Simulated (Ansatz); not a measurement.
GaSb:
```
GaSb
1.0
    0.00000     3.06572     3.06572
    3.06572     0.00000     3.06572
    3.06572     3.06572     0.00000
Sb Ga
1 1
Direct
  0.75000   0.75000   0.75000
  0.00000   0.00000   0.00000
```

Relaxed with r²SCAN. Special points in fractions of this cell's reciprocal vectors: Γ (0.000, 0.000, 0.000); X (0.500, 0.000, 0.500); U (0.625, 0.250, 0.625); K (0.375, 0.375, 0.750); L (0.500, 0.500, 0.500); W (0.500, 0.250, 0.750).

Problem. List the band energies nearest the valence-band maximum at these points for r²SCAN with spin–orbit coupling in the plane-wave PAW code Ansatz.

Solution. In eV from the valence-band maximum; about four levels below and three above (degenerate sets whole), none deeper than 8.9 eV; points with the same levels are listed once.

| k | below | above |
|---|---|---|
| Γ | 0.00 0.00 0.00 0.00 | 0.20 0.20 2.63 2.63 |
| X | -3.02 -3.02 -2.77 -2.77 | 0.92 0.92 1.28 1.28 |
| U | -4.05 -3.85 -2.50 -2.48 | 1.42 1.45 3.91 |
| L | -1.63 -1.63 -1.23 -1.23 | 0.46 0.46 3.75 3.75 |
| W | -3.86 -3.54 -3.42 -3.41 | 3.56 3.94 4.40 |

Space group F-43m (zinc blende). The r²SCAN relaxation kept the symmetry of its start.

Potentials: the later of the program's two PAW sets.
